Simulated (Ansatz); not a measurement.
Phonons of EuBi (zincblende structure)

The computed numbers are results of PBEsol, scalar-relativistic (collinear spin) in the plane-wave PAW code Ansatz at 420 eV, Gaussian smearing of 0.15 eV; PAW files: Ansatz's generated set soft_2.

```
CELL_PARAMETERS angstrom
0.00000 3.63300 3.63300
3.63300 0.00000 3.63300
3.63300 3.63300 0.00000
ATOMIC_POSITIONS crystal
Eu 0.00000 0.00000 0.00000
Bi 0.25000 0.25000 0.25000
```

This is a trial structure: such lanthanide and actinide compounds mostly take the rock-salt structure.

Moments typed, the run going on from the state of an earlier one (μB, in the order of the atoms): 7.23, 0.0.

The spin moment ends at 6.13 μB for each cell as shown.

Force constants come from finite displacements in a 2×2×2 supercell (the unit cell's 8×8×8 k-mesh, folded to it); the long-range dipole term is not included. Points in reciprocal vectors of this cell: Γ = (0.000, 0.000, 0.000), X = (-0.500, -0.500, 0.000), U = (-0.375, -0.375, 0.250), K = (-0.375, 0.000, 0.375), L = (0.000, 0.000, 0.500), W = (-0.500, -0.250, 0.250).

Is the structure dynamically stable along this path, and where does the spectrum end?

No: a branch is imaginary, down to 28i cm⁻¹ at W. The highest frequency is 105 cm⁻¹, at X. Points that don't fit the supercell are interpolated.

Frequencies at the named points (cm⁻¹, imaginary ones negative):
| point | ω (cm⁻¹) |
| --- | --- |
| Γ | 0 0 0 100 100 100 |
| X | -27 -27 66 74 105 105 |
| U | -27 -25 62 78 103 104 |
| K | -27 -25 62 78 103 104 |
| L | -24 -24 49 90 101 101 |
| W | -28 -23 64 76 103 104 |

The crystal is a metal or nearly so; low and unstable modes depend on mesh and smearing.

Cost: 13 min on 4 threads of Arm Neoverse V1, on a shared host, peak memory 5.3 GiB.

Without a U the 4f levels of Eu lie too near the Fermi level, so their share of the states there, and what hangs on it, is overstated. Spin–orbit coupling, which matters for such heavy elements, is left out. Site moments are of spin, integrated over atomic spheres. For an f⁶ shell, the formal count of Eu here, Hund's rules give L = S = 3 and J = 0, a non-magnetic ion. Spin-polarised DFT, with or without U, favours a large spin moment instead, a known failure, so moments and magnetic energies here aren't predictions. No antiparallel order was tried.
